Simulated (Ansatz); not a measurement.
### Question
Name crystals whose computed values (plane-wave PAW LDA (Ansatz code)) fall in these windows: Θ_D (K) 220 to 260; B₀ by P(V) fit (GPa) 38 to 49; G_Hill (GPa) 23 to 28.

### Answer


| crystal | Θ_D (K) | B₀ by P(V) fit (GPa) | G_Hill (GPa) |
|---|---|---|---|
| Y, fcc (Cu type) | 242 | 45.3 | 25.5 |
| GeSe, Pnma (Ge on 4c, Se on 4c) | 248 | 39.8 | 25.4 |
| Ge3PbSe4, Pm (Pearson symbol mP8) | 223 | 41.7 | 24.5 |
| SnS, Pnma (Sn on 4c, S on 4c) | 258 | 42.5 | 26.9 |
Others may fit too.

Not the usual ambient phase: Y, fcc (Cu type). Standing as an ambient phase not checked: Ge3PbSe4, Pm (Pearson symbol mP8). Weakly bound layers, chains or molecules computed without a dispersion correction, so cells and soft constants are ill determined: GeSe, Pnma (Ge on 4c, Se on 4c); Ge3PbSe4, Pm (Pearson symbol mP8); SnS, Pnma (Sn on 4c, S on 4c). All cells were relaxed under the symmetry of their starts (and spin orders); stability against distortions was not tested throughout. Rows with no word on spin ran without spin polarisation. Spin–orbit coupling is left out wherever it is not named.

Potentials: the later of the program's two PAW sets.
